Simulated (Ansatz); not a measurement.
This run works on a proposed trial structure, not on a known crystal.

Input and command of a plane-wave DFT calculation in Ansatz:

```yaml
crystal:
  lattice:
    - [5.856496905, -2.5606518632, 0.0197739088]
    - [5.856496905, 2.5606518632, 0.0197739088]
    - [-5.5091829078, 0.0, 5.9133134733]
  atoms:
    - { symbol: Sc, position: [0.0, 0.0, 0.0] }
    - { symbol: Sc, position: [0.1952138572, 0.1952138572, 0.6067499168] }
    - { symbol: Sc, position: [0.8047861428, 0.8047861428, 0.3932500832] }
    - { symbol: S, position: [0.2817864898, 0.2817864898, 0.380807799] }
    - { symbol: S, position: [0.7182135102, 0.7182135102, 0.619192201] }
    - { symbol: S, position: [0.9214817083, 0.9214817083, 0.2243831292] }
    - { symbol: S, position: [0.0785182917, 0.0785182917, 0.7756168708] }
    - { symbol: S, position: [0.5, 0.5, 0.0] }
basis:
  ecutwfc: 500
kpoints:
  mp_grid: { grid: [8, 8, 6] }
hamiltonian:
  xc: r2scan
scf:
  occupations: { method: gaussian, width: 0.1 }
output:
  forces: true
  stress: true
  eigenvalues: true
```

```bash
ansatz run input.yaml --threads 1 --pin off --max-ram 2560MiB --backend cpu --events-out ev --progress --plain --runs-dir out
```

Processor: Arm Neoverse V1, 1 thread, on a host shared with other jobs.

Question: Estimate time, memory and problem size.

Answer: About 2.1 min, peak memory 1.3 GiB. It solves 40 bands at 114 k points (after reduction by symmetry) with about 4545 plane waves, in 9 SCF iterations.
